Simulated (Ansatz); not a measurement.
AlV$_{2}$C:
```
AlV2C
1.0
    2.87895     0.00000     0.00000
   -1.43947     2.49324     0.00000
    0.00000     0.00000    13.02191
Al V C
2 4 2
Direct
  0.33333   0.66667   0.25000
  0.66667   0.33333   0.75000
  0.33333   0.66667   0.58512
  0.66667   0.33333   0.41488
  0.66667   0.33333   0.08512
  0.33333   0.66667   0.91488
  0.00000   0.00000   0.00000
  0.00000   0.00000   0.50000
```

Relaxed with PBEsol. Special points in fractions of this cell's reciprocal vectors: Γ (0.000, 0.000, 0.000); M (0.500, 0.000, 0.000); K (0.333, 0.333, 0.000); A (0.000, 0.000, 0.500); L (0.500, 0.000, 0.500); H (0.333, 0.333, 0.500).

Task: List the band energies nearest the Fermi level at these points for DFT-PBEsol in the program Ansatz with PAW potentials.

Result: In eV from the Fermi level; about four levels below and three above (degenerate sets whole), none deeper than 8.9 eV; points with the same levels are listed once.

| k | below | above |
|---|---|---|
| Γ | -0.30 -0.30 -0.29 -0.29 | 0.60 0.60 0.64 0.64 |
| M | -2.59 -2.53 -1.55 -1.52 | 0.73 1.09 1.13 |
| K | -1.71 -1.71 -1.31 -0.26 | 1.12 1.12 1.31 1.31 |
| A | -0.30 -0.30 -0.30 -0.30 | 0.62 0.62 0.62 0.62 |
| L | -2.54 -2.54 -1.53 -1.53 | 0.95 0.95 1.17 1.17 |
| H | -1.60 -1.60 -0.76 -0.76 | 1.01 1.01 1.47 1.47 |

Space group P6_3/mmc. The cell was relaxed with PBEsol under the symmetry of its start; of distortions, only those at the zone centre were tested. The run is not spin-polarised.

Potentials: the earlier of the program's two PAW sets.
